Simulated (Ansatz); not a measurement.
Te2Pt:
```xyz
3
Lattice="1.9665 1.1354 5.7156 -1.9665 1.1354 5.7156 0.0000 -2.2707 5.7156" Properties=species:S:1:pos:R:3 pbc="T T T"
Pt     0.0000     0.0000     0.0000
Te     0.0000     0.0000     4.3220
Te     0.0000     0.0000    12.8247
```

Relaxed with LDA. Special points in fractions of this cell's reciprocal vectors: Γ (0.000, 0.000, 0.000); T (0.500, 0.500, 0.500); H2 (0.807, 0.193, 0.500); H0 (0.500, -0.193, 0.193); L (0.500, 0.000, 0.000); S0 (0.346, -0.346, 0.000); S2 (0.654, 0.000, 0.346); F (0.500, 0.000, 0.500).

Question: List the band energies nearest the Fermi level at these points for the program Ansatz at the LDA level (PAW).

Answer: In eV from the Fermi level; about four levels below and three above (degenerate sets whole), none deeper than 8.9 eV; points with the same levels are listed once.

```csv
k,below,above
Γ,-3.76 -3.76 -2.57 -0.10 -0.10,0.97 1.86 1.86
T,-2.34 -1.71 -0.58 -0.58,2.31 2.31 4.18
H2,-3.50 -2.98 -2.10 -1.60,0.33 1.19 4.40
L,-3.25 -2.91 -2.69 -2.20,0.77 1.13 3.98
S0,-3.50 -3.07 -2.12 -1.62,0.21 1.19 4.25
F,-3.35 -3.04 -2.75 -1.40,1.86 2.41 2.49
```

Space group R-3m. A made-up cell: these elements were put on the sites of a structure type; neither database checked (COD, Materials Project) lists it. COD files the formula under space group No. 164. Its standing as an ambient phase is unchecked. Symmetry was held in the LDA relaxation; its stability against distortions is not shown here. The run is not spin-polarised. A crystal of weakly bound layers computed without a dispersion correction: the cell and the soft elastic constants depend strongly on that. Scalar-relativistic: spin–orbit coupling is off unless named, which matters more the heavier the elements.

Potentials: the later of the program's two PAW sets.
